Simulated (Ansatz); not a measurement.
WS$_{2}$:
Space group P6₃/mmc (No. 194); a = b = 3.1717 Å, c = 12.5516 Å, α = β = 90.00°, γ = 120.00°

| atom | site | symmetry | x | y | z |
|---|---|---|---|---|---|
| W | 2c | -6m2 | 0.3333 | 0.6667 | 0.2500 |
| S | 4f | 3m. | 0.6667 | 0.3333 | 0.1257 |

Relaxed with r²SCAN+D4.

Q: Tabulate the valence density and the electron localisation function along the shortest W–W contact (3.17 Å), plane-wave PAW r²SCAN+D4 (Ansatz code).

A: 

```
distance from W (Å)  density (e/Å³)   ELF
-------------------  --------------  ----
0.32                           5.28  0.41
0.48                           5.00  0.69
0.63                           3.44  0.72
0.79                           1.80  0.57
0.95                           0.81  0.31
1.11                           0.43  0.19
1.27                           0.31  0.22
1.43                           0.27  0.30
1.59                           0.26  0.34
1.74                           0.27  0.30
1.90                           0.31  0.22
2.06                           0.43  0.19
2.22                           0.81  0.31
2.38                           1.80  0.57
2.54                           3.44  0.72
2.70                           5.00  0.69
2.85                           5.28  0.41
```

The density is the valence pseudo-density with augmentation charge, so density and ELF within about 1 Å of a nucleus are not all-electron values.

Space group P6_3/mmc. The cell was relaxed with r²SCAN+D4 under the symmetry of its start. No spin polarisation was allowed. Scalar-relativistic: spin–orbit coupling is off unless named, which matters more the heavier the elements.

Potentials: the later of the program's two PAW sets.
